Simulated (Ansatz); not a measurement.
**Compressing Hf3N2**

Level of theory: Ansatz, DFT PBEsol, scalar-relativistic, plane waves, PAW. (420 eV cutoff, 12×12×12 k-mesh, Gaussian smearing of 0.10 eV, no spin polarisation)

The relaxed crystal:

```
CELL_PARAMETERS angstrom
1.59667 0.92184 7.70819
-1.59667 0.92184 7.70819
0.00000 -1.84368 7.70819
ATOMIC_POSITIONS crystal
Hf 0.77898 0.77898 0.77898
Hf 0.22102 0.22102 0.22102
Hf 0.00000 0.00000 0.00000
N 0.61113 0.61113 0.61113
N 0.38887 0.38887 0.38887
```

Cell and atoms are relaxed at each pressure within the symmetry of the start, at zero temperature, so transitions that lower the symmetry aren't seen. The k-mesh given is that at zero pressure and may differ at others. a, b and c are the lengths of the cell vectors above.

Spin–orbit coupling is left out, which can shift energies with elements as heavy as these.

| P (GPa) | V (Å³/atom) | V/V0 | a (Å) | b (Å) | c (Å) |
| --- | --- | --- | --- | --- | --- |
| -2 | 13.74 | 1.009 | 7.949 | 7.949 | 7.949 |
| 0 | 13.61 | 1.000 | 7.926 | 7.926 | 7.926 |
| 2 | 13.49 | 0.991 | 7.902 | 7.902 | 7.902 |
| 5 | 13.32 | 0.978 | 7.869 | 7.869 | 7.869 |
| 10 | 13.06 | 0.959 | 7.819 | 7.819 | 7.819 |
| 20 | 12.60 | 0.926 | 7.729 | 7.729 | 7.729 |
| 40 | 11.86 | 0.871 | 7.578 | 7.578 | 7.578 |

Task: What bulk modulus and pressure derivative fit these points?

Result: A third-order Birch–Murnaghan fit gives B0 = 224 GPa and B0' = 3.7.